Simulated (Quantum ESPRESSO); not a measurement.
Hf6AuMo, different elements on one site, starting from this cell

Simulated, not a measurement. The program is pw.x of Quantum ESPRESSO 7.5 (plane-wave density functional theory). The cell is made up: eight metal atoms on a hexagonal close-packed lattice, with elements, volume, strain and displacements drawn at random and not relaxed, so it may be unstable or far from any real phase. PseudoDojo standard norm-conserving files set the functional (PBE unless stated); there is no spin polarisation or spin-orbit coupling, the Fermi-Dirac width of 0.25 eV means electrons at about 2900 K, and the masses in the input are unused placeholders. The tin pseudopotential is less sure than most, with forces differing by about three percent from a second method on plain tin. Heavy elements are run without spin-orbit coupling, which real alloys of them have. A spin test at this wide smearing found no moment, but such smearing suppresses magnetism that the real alloy may have.

The runs put different elements on site 8. Cell, positions, cutoff, mesh and smearing stay as in the input of run 1; sites are counted in its order. Stress in the tables is positive in tension.

Input of run 1:

```
&control calculation='scf', pseudo_dir='./dojo.nc.sr.pbe.v0_5.standard.upf', outdir='./o', disk_io='minimal', tprnfor=.true., tstress=.true. /
&system ibrav=0, nat=8, ntyp=3, nbnd=70, ecutwfc=84.00895049, nosym=.true., tot_charge=0,
 occupations='smearing', smearing='fd', degauss=0.0183746611
/
&electrons conv_thr=1.470e-08, electron_maxstep=70, mixing_beta=0.5 /
ATOMIC_SPECIES
Au 1.0 Au.upf
Hf 1.0 Hf.upf
Mo 1.0 Mo.upf
CELL_PARAMETERS angstrom
4.8721 -2.7235 -0.0781
-3.2213 -0.0949 -4.9936
3.3099 5.5541 0.0484
ATOMIC_POSITIONS angstrom
Hf -0.0225 -0.0126 -0.0051
Hf 1.6652 2.7856 0.0014
Hf 0.0135 1.8801 -2.4907
Hf 1.6517 4.5621 -2.4942
Au 3.2919 0.0678 -0.081
Hf 4.9163 2.7996 0.0237
Hf 1.6264 -0.956 -2.5591
Mo 3.3288 1.863 -2.5096
K_POINTS automatic
5 5 4 1 1 1
```

| run | elements on sites 1 to 8 | -TS (eV) | pressure (GPa) | stress xx (GPa) | stress yy (GPa) | stress zz (GPa) | stress yz (GPa) | stress xz (GPa) | stress xy (GPa) | iterations |
| --- | --- | --- | --- | --- | --- | --- | --- | --- | --- | --- |
| 1 | Hf Hf Hf Hf Au Hf Hf Mo | -2.095 | -8.09 | 10.39 | 8.79 | 5.09 | 1.50 | 0.16 | 0.52 | 18 |
| 2 | Hf Hf Hf Hf Au Hf Hf Al | -1.694 | -7.24 | 8.37 | 8.02 | 5.32 | 0.19 | 0.33 | 1.18 | 16 |
| 3 | Hf Hf Hf Hf Au Hf Hf Sn | -1.657 | -4.43 | 5.60 | 5.61 | 2.08 | 0.16 | 0.56 | 1.36 | 16 |
| 4 | Hf Hf Hf Hf Au Hf Hf Au | -1.833 | -7.54 | 8.77 | 8.16 | 5.69 | 0.52 | 0.58 | 1.00 | 16 |
| 5 | Hf Hf Hf Hf Au Hf Hf Zn | -1.752 | -7.57 | 8.57 | 8.21 | 5.92 | 0.33 | 0.32 | 1.03 | 16 |

Forces Fx Fy Fz (eV/Å):

| site | run 1 | run 2 | run 3 | run 4 | run 5 |
| --- | --- | --- | --- | --- | --- |
| 1 | -0.49 0.11 -0.14 | -0.39 0.11 -0.35 | -0.22 0.22 -0.60 | -0.31 -0.01 -0.43 | -0.36 0.02 -0.39 |
| 2 | -0.05 -0.21 0.27 | 0.11 -0.28 0.30 | 0.08 -0.40 0.30 | 0.19 -0.50 0.07 | 0.10 -0.35 0.20 |
| 3 | -0.24 0.01 0.01 | -0.21 -0.07 0.00 | -0.23 -0.21 -0.03 | -0.32 -0.03 0.05 | -0.29 -0.08 0.01 |
| 4 | 0.52 0.12 -0.03 | 0.54 0.33 0.22 | 0.56 0.55 0.21 | 0.59 0.49 0.39 | 0.59 0.39 0.32 |
| 5 | -0.10 -0.04 0.11 | -0.06 0.06 0.12 | -0.04 -0.20 0.52 | -0.03 -0.12 0.30 | -0.04 0.01 0.16 |
| 6 | 0.60 -0.76 -0.34 | 0.37 -0.48 -0.60 | 0.25 -0.28 -0.75 | 0.30 -0.50 -0.66 | 0.33 -0.47 -0.60 |
| 7 | -0.26 0.47 0.16 | -0.20 0.46 0.37 | -0.13 0.48 0.40 | -0.29 0.64 0.49 | -0.22 0.52 0.42 |
| 8 | 0.02 0.31 -0.04 | -0.16 -0.13 -0.06 | -0.28 -0.16 -0.05 | -0.13 0.04 -0.22 | -0.11 -0.05 -0.13 |

Energies are left out, as each element's file has its own zero. A rerun of one cell of this series at a higher cutoff and on a denser mesh moved values by no more than 0.003 eV in energy, 0.02 GPa in stress and 0.003 eV/Å in force, and a second program with other atomic files agreed on that cell to 2 % rms in force and 0.5 GPa in pressure.